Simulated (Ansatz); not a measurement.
CaTiO3 in space group Pnma (No. 62; Ca on 4c, Ti on 4b, O on 4c, O on 8d), plane-wave PAW PBEsol (Ansatz code), all energies at zero smearing, with the estimated change up to a 700 eV cutoff added, with one set of potentials and settings (totals compare only within such a set). Cell of 20 atoms (4 Ca, 4 Ti, 12 O): -23835.077 eV.

```csv
element,reference phase,E (eV/atom)
Ca,"Fm-3m, 1 atoms in the cell",-1793.7315
Ti,"P6/mmm, 3 atoms in the cell",-2473.9117
O,"C2/m, 4 atoms in the cell, spin-polarised",-558.3554
```

Formation energy per atom, worked out: (-23835.077 − 4×(-1793.7315) − 4×(-2473.9117) − 12×(-558.3554))/20 = -3.212 eV/atom (-310 kJ per mol of atoms), at 0 K, without zero-point energy or fitted corrections.

The first step of the workflow began from a Materials Project structure, measured or hypothetical; the Crystallography Open Database files this formula in space group No. 62, but the cells were not matched. Whether it is the stable phase at ambient conditions was not checked. The cell was relaxed with PBEsol under the symmetry of its start; whether a distortion lowers the energy is not shown. The run is not spin-polarised. The references are the lowest solids computed at this level, not always the standard phases (solids in place of the gases).

Potentials: the later of the program's two PAW sets.
